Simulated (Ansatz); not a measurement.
# Calculated with Ansatz: LaCdSO, relaxation

The input file (Ansatz 0.2.0, plane waves):

```yaml
crystal:
  lattice:
    - [4.170581, 0.0, 0.0]
    - [0.0, 4.170581, 0.0]
    - [0.0, 0.0, 9.293821]
  atoms:
    - { symbol: La, position: [0.25, 0.25, 0.13612] }
    - { symbol: La, position: [0.75, 0.75, 0.86388] }
    - { symbol: S, position: [0.25, 0.25, 0.69432] }
    - { symbol: S, position: [0.75, 0.75, 0.30568] }
    - { symbol: O, position: [0.75, 0.25, 0.0] }
    - { symbol: O, position: [0.25, 0.75, 0.0] }
    - { symbol: Cd, position: [0.75, 0.25, 0.5] }
    - { symbol: Cd, position: [0.25, 0.75, 0.5] }
  symmetry: { tolerance: 0.0003 }
kpoints:
  mp_grid: { grid: [8, 8, 4], shift: [0, 0, 0] }
magnetization:
  spin_polarized: false
scf:
  occupations: { method: fermi_dirac }
  lower_state_search: "off"
hamiltonian:
  pseudopotentials: { kind: paw }
  xc: r2scan
basis:
  ecutwfc: 500
  fft_grid_basis: typed
relax:
  max_steps: 40
  cell: { p_target: 20.0 }
  f_tol: 0.03
output:
  forces: true
  stress: true
  eigenvalues: true
  bader: true
  populations: true
  elf: true
  write_potential: true
  volumetric_format: npy
  dos:
    e_range: [-12, 8]
    de: 0.05
    projected: { site_lists: { Cd: [Cd], La: [La], O: [O], S: [S] } }
  write_density: true
checkpoint:
  read: saved_state
```

Launch command:

```bash
ansatz run input.yaml --threads 2 --pin off --max-ram 2560MiB --backend cpu --events-out ev --progress --plain --runs-dir out
```

Origin of the cell: a known structure type with other elements, at an estimated volume, so it need not be a known compound.

The smearing width isn't typed, so it takes its default of 0.1 eV.

The saved state is a converged single point of the same cell.

Steps («new basis» is an SCF on plane waves selected anew at the same cell):

| step | ΔH (meV/atom) | max force component (eV/Å) | P (GPa) | volume (Å³) | SCF iterations | step was |
| --- | --- | --- | --- | --- | --- | --- |
| 1 | 0.0 | 1.537 | -0.08 | 161.65 | 8 | accepted |
| 2 | -249.9 | 1.282 | 17.67 | 140.23 | 9 | accepted |
| 3 | -268.6 | 1.363 | 22.88 | 129.92 | 10 | accepted |
| 4 | -289.9 | 0.254 | 19.47 | 135.40 | 9 | accepted |
| 5 | -291.5 | 0.017 | 20.01 | 134.90 | 7 | accepted |
| 6 | -291.5 | 0.002 | 20.02 | 134.94 | 7 | accepted |
| 7 | -290.2 | 0.003 | 20.02 | 134.94 | 8 | new basis |

Step 1, with forces in eV/Å:

```xyz
8
Lattice="4.171 0.000 0.000 0.000 4.171 0.000 0.000 0.000 9.294" Properties=species:S:1:pos:R:3:forces:R:3 pbc="T T T" step=1
La    1.043    1.043    1.265    0.000    0.000   -1.537
La    3.128    3.128    8.029    0.000    0.000    1.537
S     1.043    1.043    6.453    0.000    0.000    1.195
S     3.128    3.128    2.841    0.000    0.000   -1.195
O     3.128    1.043    0.000    0.000    0.000    0.000
O     1.043    3.128    0.000    0.000    0.000    0.000
Cd    3.128    1.043    4.647    0.000    0.000    0.000
Cd    1.043    3.128    4.647    0.000    0.000    0.000
```

Step 2, with forces in eV/Å:

```xyz
8
Lattice="3.967 0.000 0.000 0.000 3.967 0.000 0.000 0.000 8.909" Properties=species:S:1:pos:R:3:forces:R:3 pbc="T T T" step=2
La    0.992    0.992    1.156    0.000    0.000    1.273
La    2.976    2.976    7.752    0.000    0.000   -1.273
S     0.992    0.992    6.301    0.000    0.000    1.282
S     2.976    2.976    2.608    0.000    0.000   -1.282
O     2.976    0.992    0.000    0.000    0.000    0.000
O     0.992    2.976    0.000    0.000    0.000    0.000
Cd    2.976    0.992    4.454    0.000    0.000    0.000
Cd    0.992    2.976    4.454    0.000    0.000    0.000
```

Step 3, with forces in eV/Å:

```xyz
8
Lattice="3.899 0.000 0.000 0.000 3.899 0.000 0.000 0.000 8.548" Properties=species:S:1:pos:R:3:forces:R:3 pbc="T T T" step=3
La    0.975    0.975    1.266    0.000    0.000   -1.363
La    2.924    2.924    7.281    0.000    0.000    1.363
S     0.975    0.975    6.228    0.000    0.000   -0.316
S     2.924    2.924    2.320    0.000    0.000    0.316
O     2.924    0.975    0.000    0.000    0.000    0.000
O     0.975    2.924    0.000    0.000    0.000    0.000
Cd    2.924    0.975    4.274    0.000    0.000    0.000
Cd    0.975    2.924    4.274    0.000    0.000    0.000
```

Step 4, with forces in eV/Å:

```xyz
8
Lattice="3.919 0.000 0.000 0.000 3.919 0.000 0.000 0.000 8.814" Properties=species:S:1:pos:R:3:forces:R:3 pbc="T T T" step=4
La    0.980    0.980    1.206    0.000    0.000    0.169
La    2.940    2.940    7.608    0.000    0.000   -0.169
S     0.980    0.980    6.406    0.000    0.000   -0.254
S     2.940    2.940    2.408    0.000    0.000    0.254
O     2.940    0.980    0.000    0.000    0.000    0.000
O     0.980    2.940    0.000    0.000    0.000    0.000
Cd    2.940    0.980    4.407    0.000    0.000    0.000
Cd    0.980    2.940    4.407    0.000    0.000    0.000
```

Step 5, with forces in eV/Å:

```xyz
8
Lattice="3.904 0.000 0.000 0.000 3.904 0.000 0.000 0.000 8.852" Properties=species:S:1:pos:R:3:forces:R:3 pbc="T T T" step=5
La    0.976    0.976    1.223    0.000    0.000    0.000
La    2.928    2.928    7.629    0.000    0.000    0.000
S     0.976    0.976    6.404    0.000    0.000   -0.017
S     2.928    2.928    2.448    0.000    0.000    0.017
O     2.928    0.976    0.000    0.000    0.000    0.000
O     0.976    2.928    0.000    0.000    0.000    0.000
Cd    2.928    0.976    4.426    0.000    0.000    0.000
Cd    0.976    2.928    4.426    0.000    0.000    0.000
```

Step 7, with forces in eV/Å:

```xyz
8
Lattice="3.902 0.000 0.000 0.000 3.902 0.000 0.000 0.000 8.864" Properties=species:S:1:pos:R:3:forces:R:3 pbc="T T T" step=7
La    0.975    0.975    1.225    0.000    0.000    0.003
La    2.926    2.926    7.639    0.000    0.000   -0.003
S     0.975    0.975    6.410    0.000    0.000    0.002
S     2.926    2.926    2.454    0.000    0.000   -0.002
O     2.926    0.975    0.000    0.000    0.000    0.000
O     0.975    2.926    0.000    0.000    0.000    0.000
Cd    2.926    0.975    4.432    0.000    0.000    0.000
Cd    0.975    2.926    4.432    0.000    0.000    0.000
```

```
Enthalpy lowered by     : 290.2 meV/atom
Volume change           : -16.53 %
Final pressure          : 20.02 GPa
Relaxation steps listed : 7
Gap on the mesh         : none (metal)
```

Caveats: no spin, though holes on the anions or broken bonds may carry moments; no spin-orbit coupling, though heavy elements are present; the relaxation held the start's symmetry, so the end may be a saddle point.

It ran for 7.5 min on 2 threads of Arm Neoverse N1, on a shared host, peak memory 0.97 GiB, from a saved density.
